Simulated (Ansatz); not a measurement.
# CdAu: moving Au off its site

CdAu, Pm-3m, a = 3.340 Å (as given, not relaxed at this level: -2.2 GPa). The structure is a COD entry; whether it is the stable form wasn't checked. Ansatz: PBEsol, PAW, 420 eV, Γ-centred 14×14×14 mesh on 2 atoms, Gaussian smearing 0.15 eV; no spin polarisation.

```
Cd Au
1.0
     3.34000    0.00000    0.00000
     0.00000    3.34000    0.00000
     0.00000    0.00000    3.34000
Cd Au
1 1
Direct
  0.50000 0.50000 0.50000
  0.00000 0.00000 0.00000
```

Atom 2 (Au) moves by x along the unit vector (0.000, 0.000, 1.000), with its periodic images; all else is held. y is the free energy of the cell over the start, F the force along the path summed over the moved atoms. Symmetry makes y even in x.

| x (Å) | y (meV) | F (eV/Å) |
| --- | --- | --- |
| -0.5000 | ? | ? |
| -0.2500 | 108.7 | 0.87 |
| 0.0000 | 0.0 | 0.00 |
| 0.0625 | 6.8 | -0.22 |
| 0.1250 | 27.3 | -0.44 |
| 0.1875 | 61.3 | -0.65 |
| 0.3125 | 169.6 | -1.08 |
| 0.3750 | 243.9 | -1.29 |
| 0.4375 | 331.3 | -1.50 |

Q: Fit y = c2 x² + c4 x⁴ to the energies of the other rows, give the force constant, and predict energy and force of the missing row.

A: Least squares on the rows shown. y = 1743.9 x² − 68.183 x⁴. The force constant is 2 c2 = 3.49 eV/Å², for the cell as given, at -2.2 GPa (for all images moving together, not for a lone atom). With two atoms in a cubic cell this is the optical mode at Γ (in a metal it hangs on mesh and smearing): ω = 521.5 √(2 c2/μ) = 115 cm⁻¹ for μ = 71.57 u. The force −dy/dx at the missing row is 1.71 eV/Å (computed 1.71). At x = -0.5000 the fit asked for gives 431.7 meV. The run gave 431.7 meV, the same to the digits shown.

Spin–orbit coupling is left out, which can shift energies with elements as heavy as these.